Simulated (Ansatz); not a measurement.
The relaxed structure here is a generated cell of CoSi2: the first start was made by placing the elements on the sites of a structure type, and the end was not matched to a known phase here, so it may be hypothetical. Known forms of CoSi2 include space group No. 225.

One stationary structure of CoSi2. Space group P4₂/mnm (No. 136), rutile type. Calculation: PBEsol (plane waves to 420 eV, PAW, scalar-relativistic; Ansatz, a program for electronic structure).

```cif
data_Co2Si4
_chemical_formula_sum 'Co2 Si4'
_space_group_name_H-M_alt 'P 1'
_space_group_IT_number 1
_cell_length_a 5.46511
_cell_length_b 5.46511
_cell_length_c 2.90798
_cell_angle_alpha 90.000
_cell_angle_beta 90.000
_cell_angle_gamma 90.000
loop_
_space_group_symop_operation_xyz
  'x, y, z'
loop_
_atom_site_label
_atom_site_type_symbol
_atom_site_fract_x
_atom_site_fract_y
_atom_site_fract_z
_atom_site_occupancy
Co1 Co 0.50000 0.50000 0.50000 1
Co2 Co 0.00000 0.00000 0.00000 1
Si1 Si 0.78302 0.78302 0.50000 1
Si2 Si 0.28302 0.71698 0.00000 1
Si3 Si 0.71698 0.28302 0.00000 1
Si4 Si 0.21698 0.21698 0.50000 1
```

Problem. What is the computed magnetic moment (PBEsol)?

Solution. Zero (the starting moments vanished).

No spin polarisation in the result: the starting moments vanished. A magnetic state may lie lower.

The run could not lose the symmetry of its start: the end is stationary, and may be a saddle point rather than a minimum.
